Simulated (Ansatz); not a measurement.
**ZnGa2: relaxation (Ansatz)**

input.yaml:

```yaml
crystal:
  lattice:
    - [2.908377, 0.0, 0.0]
    - [0.0, 2.908377, 0.0]
    - [0.0, 0.0, 6.000712]
  atoms:
    - { symbol: Ga, position: [0.5, 0.5, 0.295] }
    - { symbol: Ga, position: [0.5, 0.5, 0.705] }
    - { symbol: Zn, position: [0.0, 0.0, 0.0] }
kpoints:
  mp_grid: { grid: [7, 7, 3], shift: [0, 0, 0] }
magnetization:
  noncollinear: true
  spin_orbit: true
scf:
  occupations: { method: fermi_dirac }
  lower_state_search: "off"
hamiltonian:
  pseudopotentials: { kind: paw_fr }
  xc: pbesol
  hubbard:
    projectors: all-electron-ortho-atomic
    sites: [{ species: Zn, l: d, u: 7.66, j: 0.52 }]
basis:
  ecutwfc: 420
  fft_grid_basis: typed
relax:
  max_steps: 40
  cell: { p_target: 0.0 }
output:
  forces: true
  stress: true
  eigenvalues: true
  bader: true
  populations: true
  elf: true
  write_potential: true
  volumetric_format: npy
  dos:
    e_range: [-12, 8]
    de: 0.05
    projected: { site_lists: { Ga: [Ga], Zn: [Zn] } }
    method: { smearing: { sigma: 0.1, scheme: gaussian } }
checkpoint:
  read: saved_state
```

Launch command:

```bash
ansatz run input.yaml --threads 2 --pin off --max-ram 3584MiB --backend cpu --events-out ev --progress --plain --runs-dir out
```

Origin of the cell: a known structure type with other elements, at an estimated volume, so it need not be a known compound.

The smearing width isn't typed, so it takes its default of 0.1 eV.

The saved state is a converged single point of the same cell.

Excerpt of the output:

```
Ga: projections on atomic orbitals take those of the free atom [Ar] 3d10 4s2 4p1, of charge +0.00 (hamiltonian.pseudopotentials.projection_atoms); the dataset's partial waves leave at most 2. […]
Zn: projections on atomic orbitals take those of the free atom [Ar] 3d10 4s2, of charge +0.00 (hamiltonian.pseudopotentials.projection_atoms); the dataset's partial waves leave at most 4.3e-1 […]
Pseudopotentials: kind: paw_fr
Pseudopotential: Ga, paw_fr, valence charge 13, recommended cutoff 420 eV (normal), Ga.paw.azcp#standard-fr
Pseudopotential: Zn, paw_fr, valence charge 12, recommended cutoff 420 eV (normal), Zn.paw.azcp#standard-fr
Functional definition: PBEsol
  exchange = pbesol_x
  correlation = pbesol_c
non-collinear run that drives no moment, with spin-orbit: no starting moment large enough to seed its density (crystal.atoms[].spin), no starting occupations that ask for one, no magnetisatio […]
Crystal: 3 atoms, lattice volume = 50.758 Å³
Basis set: ecut = 420 eV, 961 PW (Γ), exchange–correlation on 40×40×90 points (8 copies of the dense FFT grid, shifted against one another)
Bands: 46, of which v1, the nominal top of the filled ones, is band 38 counted from 1 (37 counted from 0)
Symmetry: 16 space group operations + 16 with time reversal
[… 10 lines left out …]
Initial density: read from a saved state, or passed on in memory by an earlier SCF of this step, an earlier step, the calling program or the single point that the run made first
Functional: x = pbesol(κ = 0.804, μ = 0.123457), c = pbesol(β = 0.046)
SCF iter   1: F=—  HF=-10767.229574 eV  Δρ=3.07e-3  dr2=5.42e-3  dr2_m=0.00e0 (ungated)  |M|=0.00e0 ∫|m|=0.00e0 μB
SCF iter   2: F=—  HF=-10767.228954 eV  Δρ=1.97e-3  dr2=3.11e-3  dr2_m=0.00e0 (ungated)  |M|=0.00e0 ∫|m|=0.00e0 μB
SCF iter   3: F=—  HF=-10767.228839 eV  Δρ=9.35e-4  dr2=1.16e-3  dr2_m=0.00e0 (ungated)  |M|=0.00e0 ∫|m|=0.00e0 μB
SCF iter   4: F=—  HF=-10767.228668 eV  Δρ=3.25e-4  dr2=2.63e-5  dr2_m=0.00e0 (ungated)  |M|=0.00e0 ∫|m|=0.00e0 μB
SCF iter   5: F=—  HF=-10767.228672 eV  Δρ=1.92e-4  dr2=1.15e-5  dr2_m=0.00e0 (ungated)  |M|=0.00e0 ∫|m|=0.00e0 μB
SCF iter   6: F=—  HF=-10767.228674 eV  Δρ=4.77e-5  dr2=1.11e-6  dr2_m=0.00e0 (ungated)  |M|=0.00e0 ∫|m|=0.00e0 μB
SCF iter   7: F=—  HF=-10767.228674 eV  Δρ=1.52e-5  dr2=1.26e-7  dr2_m=0.00e0 (ungated)  |M|=0.00e0 ∫|m|=0.00e0 μB
SCF iter   8: F=-10767.228674 eV  HF=-10767.228674 eV  Δρ=3.33e-6  dr2=6.14e-9  dr2_m=0.00e0 (ungated)  |M|=0.00e0 ∫|m|=0.00e0 μB
relax step   1: F+E_penalty+E_count = -10767.228674 eV  Δ(F+E_penalty+E_count) = +0.000e0 eV  max|allowed force component| = 3.440e-1 eV/Å  Δτ_max = 0.0000 Å  P = +1.099 GPa  Ω = 50.758 Å³  ( […]
relax step   2: F+E_penalty+E_count = -10767.245116 eV  Δ(F+E_penalty+E_count) = -1.644e-2 eV  max|allowed force component| = 1.567e-1 eV/Å  Δτ_max = 0.0274 Å  P = +0.240 GPa  Ω = 51.648 Å³ […]
relax step   3: F+E_penalty+E_count = -10767.248456 eV  Δ(F+E_penalty+E_count) = -3.341e-3 eV  max|allowed force component| = 9.035e-3 eV/Å  Δτ_max = 0.0212 Å  P = +0.169 GPa  Ω = 51.965 Å³ […]
relax step   4: F+E_penalty+E_count = -10767.248485 eV  Δ(F+E_penalty+E_count) = -2.845e-5 eV  max|allowed force component| = 9.138e-5 eV/Å  Δτ_max = 0.0005 Å  P = -0.003 GPa  Ω = 52.123 Å³ […]
relax step   5: F+E_penalty+E_count = -10767.249201 eV  Δ(F+E_penalty+E_count) = -7.160e-4 eV  max|allowed force component| = 4.592e-5 eV/Å  Δτ_max = 0.0000 Å  P = -0.003 GPa  Ω = 52.123 Å³  stress off target by 3.25e-2 GPa […]
SCF 5 converged in 8 iterations: F = -10767.249201 eV  dr2 = 2.84e-11
basis re-selected at this cell: Δ(F+E_penalty+E_count) = -7.160e-4 eV, ΔP = +0.000 GPa vs the last step (what re-selecting the basis moved, of the pressure what is left beyond the Pulay corre […]
SCF converged after 8 iterations
Magnetization: |M| = 0.0000 μB,  M = (+0.0000, +0.0000, +0.0000) μB
Absolute magnetization: 0.0000 μB (∫|m|)
  site 0: m = (+0.0000, +0.0000, +0.0000) μB, |m| = 0.0000 μB  (R = 1.04 Å)
  site 1: m = (+0.0000, +0.0000, +0.0000) μB, |m| = 0.0000 μB  (R = 1.04 Å)
  site 2: m = (+0.0000, +0.0000, +0.0000) μB, |m| = 0.0000 μB  (R = 1.11 Å)
Free energy (F): -10767.249201 eV
Harris-Foulkes:  -10767.249201 eV  (|F-HF|=9.09e-12)
Internal energy: -10767.210621 eV  (E = F + TS)
E sigma→0 (E₀):  -10767.229911 eV
Entropy (-TS):   -0.038580 eV (-12.860 meV/atom)
Fermi energy:    10.247445 eV
--- Per-component energies (eV) ---
  E_band       = -58.956888
  E_kinetic    = 362.856673
  E_local      = -5285.708226  (includes V_loc(G=0)·N_el)
  E_nonlocal   = 1461.869181
  E_hartree    = 2407.669978
  E_xc         = -274.323889
  E_vxc        = -170.458753  (∫ρ·V_xc dr)
  E_hubbard    = 0.139570  (on-site DFT+U / exact-exchange correction)
  E_vhub       = -35.280599  (the Hubbard potential's part of the band-sum identity)
  E_paw        = -5683.829466  (= ΣΔE_a)
  E_vpaw       = -1207.574368  (= ΣTr[D̂ρ^β])
  E_aug_tail   = -0.000571  (compensation charges beyond the density's cutoff)
  E_ewald      = -3758.415644
  E_core_change = 2.531772  (= ΣΔE_core)
  E_smearing   = -0.038580  (= −TS)
  Σ components = -10767.249201   (vs F -10767.249201, Δ=0.00e0)
--- DFT+U+J on-site energies (Liechtenstein; fll double counting; per corrected site; eV) ---
  site 2 (l=d): U=7.6600  J=0.5200  Tr N=9.9607  E_int=331.678195  E_dc=331.538625  E_U=0.139570
--- Hubbard shell moments (per corrected site; Tr N, ν in electrons; μ in μ_B) ---
  shell 0: Tr N=9.9607  μ_S=(+0.0000, -0.0000, -0.0000)  μ_L=(+0.0000, +0.0000, -0.0000)  μ=(+0.0000, +0.0000, -0.0000)  ν=0.0003 (axis n/a)
--- Forces (eV/Å), atoms counted from 1 ---
  atom   1  Ga     0.000000     0.000000    -0.000046
  atom   2  Ga    -0.000000     0.000000     0.000046
  atom   3  Zn     0.000000    -0.000000     0.000000
  max |Σ_I F_I| component: 0.0 eV/Å
--- Stress (GPa, compression-positive) ---
        0.011093       0.000000       0.000000
        0.000000       0.011093      -0.000000
        0.000000      -0.000000      -0.032487
  P = ⅓ Tr σ = -0.0034 GPa (-0.034 kbar)
Occupation matrices written to <dir>
--- Relaxed structure (4 steps of the walk, 4 accepted, 1 SCFs on fresh bases) ---
  F+E_penalty+E_count = -10767.249201 eV   max|allowed force component| = 4.592e-5 eV/Å   (the final SCF, on the basis selected at the relaxed cell)
  cell:  # Å, volume = 52.1232 Å³
    - [2.965144, 0.0, 0.0]
    - [0.0, 2.965144, 0.0]
    - [0.0, 0.0, 5.928422]
  atoms:
    - { symbol: Ga, position: [0.5, 0.5, 0.286813] }
    - { symbol: Ga, position: [0.5, 0.5, 0.713187] }
    - { symbol: Zn, position: [0.0, 0.0, 0.0] }
--- Löwdin populations: 3 sites ---
  site symbol       q [e]
     0     Ga     13.5606
     1     Ga     13.5606
     2     Zn     10.6784
  spilling = 0.005274 (of n_electrons = 38.000000)
--- Bader charges: 3 sites ---
  site symbol  charge [e]  shift [e]  m_x [muB]  m_y [muB]  m_z [muB]
     0     Ga      0.0080     0.0003     0.0000     0.0000     0.0000
     1     Ga      0.0080     0.0003     0.0000     0.0000     0.0000
     2     Zn     -0.0160     0.0007     0.0000     0.0000     0.0000
  estimated error of the sums over rays = 3.8e-4 e
```

The starting structure.

Space group P4/mmm (No. 123); the run's cell has a = 2.908 Å, b = 2.908 Å, c = 6.001 Å, α = 90.00°, β = 90.00°, γ = 90.00°. Shortest distances: Ga–Ga 2.46 Å, Ga–Zn 2.71 Å, Zn–Zn 2.91 Å.

The relaxed structure.

Space group P4/mmm (No. 123); the run's cell has a = 2.965 Å, b = 2.965 Å, c = 5.928 Å, α = 90.00°, β = 90.00°, γ = 90.00°. Shortest distances: Ga–Ga 2.53 Å, Ga–Zn 2.70 Å, Zn–Zn 2.97 Å.

```
Free energy lowered by  : 6.8 meV/atom
Volume change           : 2.69 %
Final pressure          : 0.00 GPa
Relaxation steps listed : 5
```

Caveats: the k mesh is coarse if the cell is a metal; the relaxation held the start's symmetry, so the end may be a saddle point.

Time: 63 s on 2 threads of Intel(R) Xeon(R) Platinum 8375C CPU @ 2.90GHz (Ice Lake), on a shared host, peak memory 0.67 GiB, from a saved density.
